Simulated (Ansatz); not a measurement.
# Notes on La2In8Hg

```
Hg La In
1.0
     4.77620    0.00000    0.00000
     0.00000    4.77620    0.00000
     0.00000    0.00000   12.49565
Hg La In
1 2 8
Direct
  0.00000 0.00000 0.50000
  0.00000 0.00000 0.80526
  0.00000 0.00000 0.19474
  0.50000 0.00000 0.00000
  0.00000 0.50000 0.00000
  0.00000 0.50000 0.61836
  0.50000 0.00000 0.61836
  0.00000 0.50000 0.38164
  0.50000 0.00000 0.38164
  0.50000 0.50000 0.80366
  0.50000 0.50000 0.19634
```

Single point in Ansatz 0.2.0 with r2SCAN, no spin polarisation. Cutoff 500 eV, PAW datasets, 7×7×3 Γ-centred k mesh, fermi-dirac filling (width 0.1 eV).

(1) Is there a gap?

(2) Is the cell too large or too small?

(3) Where is the largest force?

(4) Describe some of the short contacts.

Origin: a known structure type with other elements, at an estimated volume, so it need not be a known compound. Caveats: f levels without a U or exact exchange are poorly placed.

## Answers

(1) It is a metal, with about 4.4 states/eV a cell as the mean within 0.25 eV of the Fermi level, mostly In p (49 %), La d (24 %) and In s (16 %).

(2) The pressure is 3.6 GPa (compression positive), so with the atoms held at these fractions the cell would first expand; the forces are large, so a full relaxation may end otherwise.

(3) The largest is on In7 (and as large on other atoms): 1.14 eV/Å, components (0.00, 0.00, 1.14). It makes 122° with the line to a nearest neighbour, Hg1 at 2.81 Å.

(4) Hg–In at 2.81 Å: least valence density 0.30 e/Å³ and ELF 0.28 there. In–In at 2.96 Å: least valence density 0.23 e/Å³ and ELF 0.38 there. La–In at 3.34 Å: least valence density 0.14 e/Å³ and ELF 0.16 there. Both are smooth PAW fields, read partly inside the augmentation spheres.
